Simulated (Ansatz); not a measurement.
Here is an unrelaxed guess for LiReS₃.

```
CELL_PARAMETERS angstrom
4.63977 0.00000 0.00000
0.00000 4.63977 0.00000
0.00000 0.00000 4.63977
ATOMIC_POSITIONS crystal
Li 0.00000 0.00000 0.00000
Re 0.50000 0.50000 0.50000
S 0.00000 0.50000 0.50000
S 0.50000 0.50000 0.00000
S 0.50000 0.00000 0.50000
```

All numbers below come from DFT PBE, scalar-relativistic, plane waves, PAW (Ansatz). Cutoff 420 eV; k points 4×4×4 on the computed 5-atom cell (Γ-centred); Gaussian smearing, width 0.10 eV; collinear spin from starting moments 0.0 1.0 0.0 0.0 0.0 μB.

Energies over the elements count from the elements' standard structures at the same level, with no fitted energy shifts.

Q: How far from equilibrium is it?

A: The pressure is 3.4 GPa (it wants to expand), the largest force is 0.00 eV/Å (symmetry fixes the atoms), and the energy is −0.03 eV/atom against the elements. The shortest distance is 2.32 Å.

Q: How much does it gain on relaxing, and where does it end?

A: Relaxing gains under 0.1 eV/atom (the start's value is from the coarse mesh, so the gain is rough) in 4 ionic steps and ends at −0.08 eV/atom on the finer mesh. The symmetry stays Pm-3m (No. 221). The end has the cubic perovskite type. The volume per atom grows by 2.6 %, from 20.0 to 20.5 Å³. The shortest distance goes from 2.32 Å (Re–S) to 2.34 Å (Re–S). Conventional cell: a = 4.680 Å. Li has 12 S at 3.31 Å (long contacts); around Re lie 6 S at 2.34 Å; S has 2 Re at 2.34 Å, 4 Li at 3.31 Å and 8 S at 3.31 Å.

The last run used collinear spin, an 8×8×8 mesh for its 5-atom cell and Gaussian smearing of 0.10 eV. These runs have no spin–orbit coupling, which can matter for Re. The reference form of S is held partly by dispersion forces, which this level lacks. The relaxation can't lower the symmetry of the start. Symmetry constrained the relaxation, so the result can be a saddle point.
